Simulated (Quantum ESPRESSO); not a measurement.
## Mg3S2Cl2 (finding a planted mistake in a log)

A calculation, not a measurement. The program is pw.x of Quantum ESPRESSO 7.5 (plane-wave density functional theory). The cell is made up: 7 atoms on a zincblende/diamond lattice with one site empty, with randomly drawn elements, strain and displacements, not relaxed. PseudoDojo standard norm-conserving files (v0.5 for PBE, v0.4.1 for LDA and PBEsol) set the functional; there is no spin polarisation, spin-orbit coupling or dispersion term, and the masses in the input are unused placeholders.

Intended input:

```
&control calculation='scf', pseudo_dir='./dojo.nc.sr.pbe.v0_5.standard.upf', outdir='./o', disk_io='medium', tprnfor=.true., tstress=.true. /
&system ibrav=0, nat=7, ntyp=3, nbnd=34, ecutwfc=84.00895049, nosym=.true., tot_charge=0,
 occupations='smearing', smearing='fd', degauss=0.0018374661
/
&electrons conv_thr=7.350e-09, electron_maxstep=60, /
ATOMIC_SPECIES
Cl 1.0 Cl.upf
Mg 1.0 Mg.upf
S 1.0 S.upf
CELL_PARAMETERS angstrom
5.7258 0.0157 -0.0171
0.0157 5.8578 0.0022
-0.0171 0.0022 5.7718
ATOMIC_POSITIONS angstrom
Mg 0.0689 0.0548 -0.0401
Mg 0.0585 2.9269 2.9784
Mg 2.805 0.059 2.879
S 1.4519 1.458 1.4096
Cl 1.5341 4.4227 4.3159
Cl 4.3225 1.502 4.2814
S 4.3071 4.3333 1.4374
K_POINTS automatic
4 4 4 1 1 1
```

The log is shortened where brackets say so; the opening notice, blank lines, dates and the lines on written files are dropped, and the path of the files is cut. It prints rydbergs, bohrs and kilobars, and counts compression as positive stress. Where no state is partly filled, the Fermi energy that it prints is only some level between the filled and the empty states on the mesh, and need not lie in the true gap.

Log of the intended run:

```
     Program PWSCF v.7.5
     Parallel version (MPI & OpenMP), running on       1 processor cores
     Number of MPI processes:                 1
     Threads/MPI process:                     1
     [start-up lines left out]
     bravais-lattice index     =            0
     lattice parameter (alat)  =      10.8203  a.u.
     unit-cell volume          =    1306.3859 (a.u.)^3
     number of atoms/cell      =            7
     number of atomic types    =            3
     number of electrons       =        56.00
     number of Kohn-Sham states=           34
     kinetic-energy cutoff     =      84.0090  Ry
     charge density cutoff     =     336.0358  Ry
     scf convergence threshold =      7.3E-09
     mixing beta               =       0.7000
     number of iterations used =            8  plain     mixing
     Exchange-correlation= PBE
                           (   1   4   3   4   0   0   0)
     [axes and pseudopotential details left out]
   Cartesian axes
     site n.     atom                  positions (alat units)
         1        Mg     tau(   1) = (   0.0120332   0.0095706  -0.0070033  )
         2        Mg     tau(   2) = (   0.0102168   0.5111733   0.5201676  )
         3        Mg     tau(   3) = (   0.4898838   0.0103042   0.5028077  )
         4        S      tau(   4) = (   0.2535695   0.2546348   0.2461819  )
         5        Cl     tau(   5) = (   0.2679254   0.7724097   0.7537575  )
         6        Cl     tau(   6) = (   0.7549101   0.2623193   0.7477322  )
         7        S      tau(   7) = (   0.7522206   0.7567963   0.2510371  )
     number of k points=    32  Fermi-Dirac smearing, width (Ry)=  0.0018
                       cart. coord. in units 2pi/alat
        k(    1) = (   0.1250384   0.1218024   0.1243288), wk =   0.0625000
        k(    2) = (   0.1257793   0.1217073   0.3723406), wk =   0.0625000
     [further k points left out]
     Dense  grid:   135867 G-vectors     FFT dimensions: (  64,  72,  64)
     Estimated max dynamical RAM per process >     158.66 MB
     Initial potential from superposition of free atoms
     starting charge      55.9975, renormalised to      56.0000
     Starting wfcs are   31 randomized atomic wfcs +    3 random wfcs
     total cpu time spent up to now is       11.2 secs
     per-process dynamical memory:   111.9 Mb
     Self-consistent Calculation
     iteration #  1     ecut=    84.01 Ry     beta= 0.70
     Davidson diagonalization with overlap
     ethr =  1.00E-02,  avg # of iterations =  6.9
     total cpu time spent up to now is       46.1 secs
     total energy              =    -466.45322624 Ry
     estimated scf accuracy    <       0.58554059 Ry
     iteration #  2     ecut=    84.01 Ry     beta= 0.70
     Davidson diagonalization with overlap
     ethr =  1.05E-03,  avg # of iterations =  4.0
     total cpu time spent up to now is       88.3 secs
     total energy              =    -466.59743722 Ry
     estimated scf accuracy    <       0.36159863 Ry
     [iterations 3 to 7 left out]
     iteration #  8     ecut=    84.01 Ry     beta= 0.70
     Davidson diagonalization with overlap
     ethr =  1.93E-09,  avg # of iterations =  2.9
     total cpu time spent up to now is      304.7 secs
     total energy              =    -466.67760150 Ry
     estimated scf accuracy    <       0.00000008 Ry
     iteration #  9     ecut=    84.01 Ry     beta= 0.70
     Davidson diagonalization with overlap
     ethr =  1.49E-10,  avg # of iterations =  2.3
     total cpu time spent up to now is      336.2 secs
     End of self-consistent calculation
     [lines on levels left out]
     the Fermi energy is     3.7048 ev
!    total energy              =    -466.67760152 Ry
     estimated scf accuracy    <          5.1E-09 Ry
     smearing contrib. (-TS)   =       0.00000000 Ry
     internal energy E=F+TS    =    -466.67760152 Ry
     The total energy is F=E-TS. E is the sum of the following terms:
     one-electron contribution =    -355.68665400 Ry
     hartree contribution      =     176.75606622 Ry
     xc contribution           =     -78.06413862 Ry
     ewald contribution        =    -209.68287512 Ry
     convergence has been achieved in   9 iterations
     Forces acting on atoms (cartesian axes, Ry/au):
     atom    1 type  2   force =    -0.01467824   -0.01859221    0.05680118
     atom    2 type  2   force =    -0.00380394    0.00743331   -0.06371090
     atom    3 type  2   force =     0.02026917   -0.01335665   -0.05523343
     atom    4 type  3   force =    -0.00856629    0.00409936    0.02249948
     atom    5 type  1   force =    -0.00911881    0.00215950    0.01107375
     atom    6 type  1   force =     0.00057166   -0.00786272    0.00938374
     atom    7 type  3   force =     0.01532644    0.02611941    0.01918618
     Total force =     0.117467     Total SCF correction =     0.000130
     Computing stress (Cartesian axis) and pressure
          total   stress  (Ry/bohr**3)                   (kbar)     P=      -31.32
  -0.00015858   0.00009038   0.00002859          -23.33       13.30        4.21
   0.00009038  -0.00018013  -0.00001802           13.30      -26.50       -2.65
   0.00002859  -0.00001802  -0.00030000            4.21       -2.65      -44.13
     init_run     :      9.86s CPU     11.17s WALL (       1 calls)
     electrons    :    310.20s CPU    324.99s WALL (       1 calls)
     forces       :      6.04s CPU      6.09s WALL (       1 calls)
     stress       :     20.28s CPU     20.41s WALL (       1 calls)
     [timing details left out]
     PWSCF        :   5m46.58s CPU   6m 3.09s WALL
     JOB DONE.
```

A second run was made from an input with one planted mistake. Its log:

```
     Program PWSCF v.7.5
     Parallel version (MPI & OpenMP), running on       1 processor cores
     Number of MPI processes:                 1
     Threads/MPI process:                     1
     [start-up lines left out]
     bravais-lattice index     =            0
     lattice parameter (alat)  =      10.6504  a.u.
     unit-cell volume          =    1245.8118 (a.u.)^3
     number of atoms/cell      =            7
     number of atomic types    =            3
     number of electrons       =        56.00
     number of Kohn-Sham states=           34
     kinetic-energy cutoff     =      84.0090  Ry
     charge density cutoff     =     336.0358  Ry
     scf convergence threshold =      7.3E-09
     mixing beta               =       0.7000
     number of iterations used =            8  plain     mixing
     Exchange-correlation= PBE
                           (   1   4   3   4   0   0   0)
     [axes and pseudopotential details left out]
   Cartesian axes
     site n.     atom                  positions (alat units)
         1        Mg     tau(   1) = (   0.0120299   0.0095636  -0.0070086  )
         2        Mg     tau(   2) = (   0.0102201   0.5111653   0.5201611  )
         3        Mg     tau(   3) = (   0.4898911   0.0103088   0.5028082  )
         4        S      tau(   4) = (   0.2535688   0.2546334   0.2461876  )
         5        Cl     tau(   5) = (   0.2679231   0.7724169   0.7537510  )
         6        Cl     tau(   6) = (   0.7549043   0.2623162   0.7477360  )
         7        S      tau(   7) = (   0.7522250   0.7568028   0.2510315  )
     number of k points=    32  Fermi-Dirac smearing, width (Ry)=  0.0018
                       cart. coord. in units 2pi/alat
        k(    1) = (   0.1250367   0.1218013   0.1243269), wk =   0.0625000
        k(    2) = (   0.1257762   0.1217046   0.3723377), wk =   0.0625000
     [further k points left out]
     Dense  grid:   129603 G-vectors     FFT dimensions: (  64,  64,  64)
     Estimated max dynamical RAM per process >     150.22 MB
     Initial potential from superposition of free atoms
     starting charge      55.9975, renormalised to      56.0000
     Starting wfcs are   31 randomized atomic wfcs +    3 random wfcs
     total cpu time spent up to now is       13.3 secs
     per-process dynamical memory:    92.2 Mb
     Self-consistent Calculation
     iteration #  1     ecut=    84.01 Ry     beta= 0.70
     Davidson diagonalization with overlap
     ethr =  1.00E-02,  avg # of iterations =  7.0
     total cpu time spent up to now is       53.5 secs
     total energy              =    -466.47584088 Ry
     estimated scf accuracy    <       0.56225860 Ry
     iteration #  2     ecut=    84.01 Ry     beta= 0.70
     Davidson diagonalization with overlap
     ethr =  1.00E-03,  avg # of iterations =  4.3
     total cpu time spent up to now is       88.8 secs
     total energy              =    -466.61882663 Ry
     estimated scf accuracy    <       0.30943359 Ry
     [iterations 3 to 7 left out]
     iteration #  8     ecut=    84.01 Ry     beta= 0.70
     Davidson diagonalization with overlap
     ethr =  1.43E-09,  avg # of iterations =  2.9
     total cpu time spent up to now is      274.7 secs
     total energy              =    -466.68743945 Ry
     estimated scf accuracy    <       0.00000008 Ry
     iteration #  9     ecut=    84.01 Ry     beta= 0.70
     Davidson diagonalization with overlap
     ethr =  1.37E-10,  avg # of iterations =  2.0
     total cpu time spent up to now is      304.0 secs
     End of self-consistent calculation
     [lines on levels left out]
     the Fermi energy is     4.1276 ev
!    total energy              =    -466.68743947 Ry
     estimated scf accuracy    <          3.9E-09 Ry
     smearing contrib. (-TS)   =       0.00000000 Ry
     internal energy E=F+TS    =    -466.68743947 Ry
     The total energy is F=E-TS. E is the sum of the following terms:
     one-electron contribution =    -350.45267898 Ry
     hartree contribution      =     174.96102274 Ry
     xc contribution           =     -78.16883003 Ry
     ewald contribution        =    -213.02695319 Ry
     convergence has been achieved in   9 iterations
     Forces acting on atoms (cartesian axes, Ry/au):
     atom    1 type  2   force =    -0.01695379   -0.02146066    0.05641068
     atom    2 type  2   force =    -0.00256055    0.00805150   -0.06442131
     atom    3 type  2   force =     0.02337716   -0.01423316   -0.05524925
     atom    4 type  3   force =    -0.00557965    0.01070919    0.01892574
     atom    5 type  1   force =    -0.00639815   -0.00190861    0.01598742
     atom    6 type  1   force =    -0.00412380   -0.00558328    0.01324558
     atom    7 type  3   force =     0.01223879    0.02442502    0.01510114
     Total force =     0.118133     Total SCF correction =     0.000115
     Computing stress (Cartesian axis) and pressure
          total   stress  (Ry/bohr**3)                   (kbar)     P=      -15.96
  -0.00005173   0.00009538   0.00003901           -7.61       14.03        5.74
   0.00009538  -0.00007081  -0.00002371           14.03      -10.42       -3.49
   0.00003901  -0.00002371  -0.00020295            5.74       -3.49      -29.85
     init_run     :     10.67s CPU     13.27s WALL (       1 calls)
     electrons    :    266.97s CPU    290.70s WALL (       1 calls)
     forces       :      3.15s CPU      3.20s WALL (       1 calls)
     stress       :     12.31s CPU     12.42s WALL (       1 calls)
     [timing details left out]
     PWSCF        :   4m53.24s CPU   5m19.88s WALL
     JOB DONE.
```

Question: what was wrong in the second input?

Answer: the cell and the positions are scaled by a wrong factor. The input lines that differ, file-writing options aside:

```
- 5.7258 0.0157 -0.0171
+ 5.6359 0.0155 -0.0168
- 0.0157 5.8578 0.0022
+ 0.0155 5.7658 0.0022
- -0.0171 0.0022 5.7718
+ -0.0168 0.0022 5.6812
- Mg 0.0689 0.0548 -0.0401
+ Mg 0.0678 0.0539 -0.0395
- Mg 0.0585 2.9269 2.9784
+ Mg 0.0576 2.8809 2.9316
- Mg 2.805 0.059 2.879
+ Mg 2.761 0.0581 2.8338
- S 1.4519 1.458 1.4096
+ S 1.4291 1.4351 1.3875
- Cl 1.5341 4.4227 4.3159
+ Cl 1.51 4.3533 4.2481
- Cl 4.3225 1.502 4.2814
+ Cl 4.2546 1.4784 4.2142
- S 4.3071 4.3333 1.4374
+ S 4.2395 4.2653 1.4148
```

|  | intended run | run with the mistake |
| --- | --- | --- |
| free energy (eV) | -6349.472 | -6349.606 |
| smearing term -TS (eV) | 0.0000 | 0.0000 |
| pressure (GPa) | -3.13 | -1.60 |
| largest force component (eV/Å) | 1.638 | 1.656 |
| largest change of a force component (eV/Å) |  | 0.170 |
| iterations | 9 | 9 |

For scale, a rerun of the intended cell at 1437 eV and a 6 x 6 x 6 mesh moved values by no more than 0.002 eV in energy, 0.02 GPa in stress and 0.006 eV/Å in force.